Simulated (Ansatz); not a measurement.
A generated cell, not matched to a known phase here, of NaZnCl3: Pm-3m (No. 221), cP5, cubic perovskite type; a = b = c = 4.8590 Å, α = β = γ = 90.00°; Na 1a (0.000, 0.000, 0.000); Zn 1b (0.500, 0.500, 0.500); Cl 3c (0.000, 0.500, 0.500). Computed with r2SCAN (plane waves to 500 eV, PAW, scalar-relativistic; Ansatz, a program for electronic structure). Element references, the lowest calculated here: Zn (P6₃/mmc), Na (P6₃/mmc, not the ambient form), Cl (Cmce); gases are represented by their molecular solids.

Total energies (eV/atom, σ → 0; comparable only within this code, potentials and settings):

| phase | E (eV/atom) |
|---|---|
| NaZnCl3 (Pm-3m) | -1614.469 |
| Zn (P6₃/mmc) | -3325.669 |
| Na (P6₃/mmc) | -1488.615 |
| Cl (Cmce) | -1083.625 |
| NaCl (Fm-3m) | -1288.164 |

Task: What is the formation energy of this Pm-3m form of NaZnCl3 from the elements?

Result: E_f = -1614.469 − [1 × (-1488.615) + 1 × (-3325.669) + 3 × (-1083.625)] / 5 = -1.44 eV/atom (-7.2 eV per formula unit).

A lower structure of this composition may exist, and whether it forms at all is not checked here.

Static energies, no anion corrections, no zero-point energy. Values are rounded to 0.01 eV/atom. Not shown to be the ambient phase of their composition (a lower form may be missing, and a cell relaxed within its start's symmetry can be a saddle point): NaZnCl3 (Pm-3m). The compounds carry no spin polarisation.
